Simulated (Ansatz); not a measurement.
Does this entry for CuC₂NCl₃ lie near equilibrium?

The cell is a COD entry.

```cif
data_CuC2NCl3
_symmetry_space_group_name_H-M 'C2/c'
_symmetry_Int_Tables_number 15
_cell_length_a 17.6181
_cell_length_b 8.6300
_cell_length_c 12.0900
_cell_angle_alpha 90.000
_cell_angle_beta 125.372
_cell_angle_gamma 90.000
loop_
_atom_site_label
_atom_site_type_symbol
_atom_site_symmetry_multiplicity
_atom_site_Wyckoff_symbol
_atom_site_fract_x
_atom_site_fract_y
_atom_site_fract_z
Cu Cu 8 f 0.5341 0.6165 0.4204
C5 C 8 f 0.2820 0.0860 0.7310
C9 C 8 f 0.3420 0.8640 0.6650
N N 8 f 0.3540 0.0220 0.7220
Cl17 Cl 8 f 0.5655 0.8717 0.4507
Cl21 Cl 8 f 0.5499 0.3605 0.4849
Cl25 Cl 8 f 0.1221 0.0803 0.3379
```

One atom of each set is listed; the run and its k-mesh use a cell of 28 atoms with edges of 9.81, 9.81, 12.09 Å.

All values are calculated (Ansatz; DFT, PBE, plane waves and PAW, scalar-relativistic, 420 eV cutoff, Γ-centred 4×4×3 k-points, Fermi–Dirac smearing 0.05 eV), not measured.

Problem. Do the atoms and the cell lie near the calculated equilibrium?

Solution. No. The largest force is 7.5 eV/Å, on atom 13 (N: 2 C at 1.44–1.49 Å, angle 119°), and the pressure is -7.2 GPa. Such values can come from imprecise or misplaced coordinates, missing atoms or a wrong setting of the space group; the run alone doesn't tell which, and gradients calculated on this entry can't be taken for those of the compound at ambient conditions.
